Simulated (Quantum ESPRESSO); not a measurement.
## Band energies of CsHgF3

```xyz
5
Lattice="4.5954 0.0000 0.0000 0.0000 4.5954 0.0000 0.0000 0.0000 4.5954" Properties=species:S:1:pos:R:3 pbc="T T T"
F      0.0000     2.2977     2.2977
F      2.2977     0.0000     2.2977
F      2.2977     2.2977     0.0000
Cs     0.0000     0.0000     0.0000
Hg     2.2977     2.2977     2.2977
```

norm-conserving PBEsol (Quantum ESPRESSO, 84 Ry, no spin-orbit coupling); path ΓXMΓRX,MR; energies in eV from the valence-band maximum.

```csv
k (1/Å),point,band 21,band 22,band 23,band 24,band 25,band 26,band 27,band 28
0.00,Γ,-2.26,-2.26,-2.03,-2.03,-2.03,0.55,6.63,6.63
0.23,,-2.24,-2.24,-2.16,-2.00,-2.00,1.12,6.80,6.86
0.68,X,-2.31,-2.31,-2.00,-1.80,-1.80,3.13,6.26,7.36
0.91,,-2.29,-2.21,-1.83,-1.83,-1.29,3.30,6.56,7.63
1.37,M,-1.99,-1.94,-1.94,-1.92,0.00,4.14,7.90,8.18
1.56,,-2.00,-1.96,-1.96,-1.95,-0.24,3.83,7.41,8.25
1.95,,-2.20,-2.15,-2.14,-2.01,-1.59,1.89,7.01,7.40
2.33,Γ,-2.26,-2.26,-2.03,-2.03,-2.03,0.55,6.63,6.63
2.50,,-2.25,-2.25,-2.15,-1.99,-1.99,0.86,6.77,6.77
2.84,,-2.13,-2.04,-2.04,-1.51,-1.51,2.51,7.54,7.54
3.01,,-2.05,-1.86,-1.86,-0.98,-0.98,3.41,7.33,7.33
3.35,,-1.69,-1.65,-1.65,-0.13,-0.13,4.93,6.25,6.25
3.52,R,-1.62,-1.62,-1.62,0.00,0.00,5.41,6.06,6.06
3.79,,-1.78,-1.73,-1.68,-0.49,-0.19,4.54,6.51,6.51
4.07,,-2.03,-1.94,-1.77,-1.58,-0.79,3.68,6.91,7.49
4.21,,-2.20,-2.04,-1.89,-1.79,-1.24,3.38,6.65,7.75
4.48,X,-2.31,-2.31,-2.00,-1.80,-1.80,3.13,6.26,7.36
4.48,M,-1.99,-1.94,-1.94,-1.92,0.00,4.14,7.90,8.18
4.83,,-1.80,-1.76,-1.76,-1.03,0.00,4.48,6.81,6.81
5.17,R,-1.62,-1.62,-1.62,0.00,0.00,5.41,6.06,6.06
```

The PBEsol gap is indirect, 0.55 eV, from R to Γ; the smallest direct gap is 2.57 eV.

Spin-orbit coupling is left out, which matters for elements this heavy: edges can move by tenths of an eV. The cell is held in this high symmetry; tilts and polar distortions were not searched.

Geometry of the Materials Project entry, not relaxed at this level.
